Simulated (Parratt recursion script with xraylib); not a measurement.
**Thickness fringes of films on Al2O3 (X-ray reflectivity)**

Simulated, not measured: specular X-ray reflectivity, Parratt recursion, Névot-Croce roughness, xraylib tables (Parratt recursion script with xraylib 4.3.0).

Photon energy 8.048 keV (λ = 1.5406 Å), s polarisation. The grazing angle θ is scanned from 0.05° to 3° in 900 evenly spaced points, and the curve is smoothed with a Gaussian of 0.004° full width. A minimum is a scan point below both neighbours, placed by a parabola through ln R at the three points.

Each run is one film on Al2O3 (density 3.873 g/cm³, δ = 12.32 × 10⁻⁶, rms roughness 1.7 Å) under vacuum. The film surface has an rms roughness of 7.5 Å in all runs. The refractive index is n = 1 − δ + iβ. The table lists all minima between 0.45 and 0.85°.

```
run  film  thickness d (Å)  density (g/cm³)  δ (10⁻⁶)  β (10⁻⁶)                                         minima at θ (°)
---  ----  ---------------  ---------------  --------  --------  ------------------------------------------------------
A      Ge              600            4.963     13.55    0.4125                0.480, 0.539, 0.601, 0.665, 0.732, 0.799
B      Ge              600            3.696         ?         ?                                                       ?
C      Ge              750            4.963     13.55    0.4125  0.467, 0.513, 0.562, 0.612, 0.664, 0.717, 0.770, 0.825
D      Ge              600            4.224     11.53    0.3511                0.494, 0.555, 0.619, 0.685, 0.753, 0.821
```

Densities are inputs, not measurements. They were set from computed cells of the Materials Project: Ge from entry mp-32 (Fd-3m, 5.279 g/cm³, taken at 70, 80 and 94 %); Al2O3 from entry mp-1143 (R-3c, 3.873 g/cm³). A layer's crystal structure does not enter its constants, only its composition and density.

Question: How many minima does run B have between 0.45 and 0.85°, and where? Estimate its δ first.

Answer: Inside a film the fringe order is m = (2d/λ)(sin²θ − 2δ)^½, with the film's own δ. Where the film's δ lies above the substrate's, its two faces reflect with opposite signs, and minima are expected at whole m. Where the film's δ lies between zero and the substrate's, its two faces reflect with the same sign, and minima are expected at half-integer m.

- Run A, δ above the substrate's: the minima give m = 5.11, 6.10, 7.09, 8.08, 9.09, 10.08.
- Run C, δ above the substrate's: the minima give m = 6.11, 7.09, 8.09, 9.08, 10.08, 11.08, 12.06, 13.07.
- Run D, δ between zero and the substrate's: the minima give m = 5.58, 6.55, 7.54, 8.53, 9.53, 10.52.

At fixed composition δ is proportional to density: 13.55 × 3.696/4.963 = 10.09, in the table's units (the run used 10.09). In run B the film's δ lies between zero and the substrate's, so take half-integer m. The window runs from m = 5.02 to 11.01 and holds m = 5.5, 6.5, 7.5, 8.5, 9.5, 10.5. Then sin²θ = 2δ + (mλ/2d)² gives θ = 0.480, 0.543, 0.609, 0.676, 0.745, 0.814°.

The run has 6 minima, at 0.480, 0.543, 0.609, 0.676, 0.745, 0.814°. The estimate matches all printed digits, at a mean spacing of 0.067°.
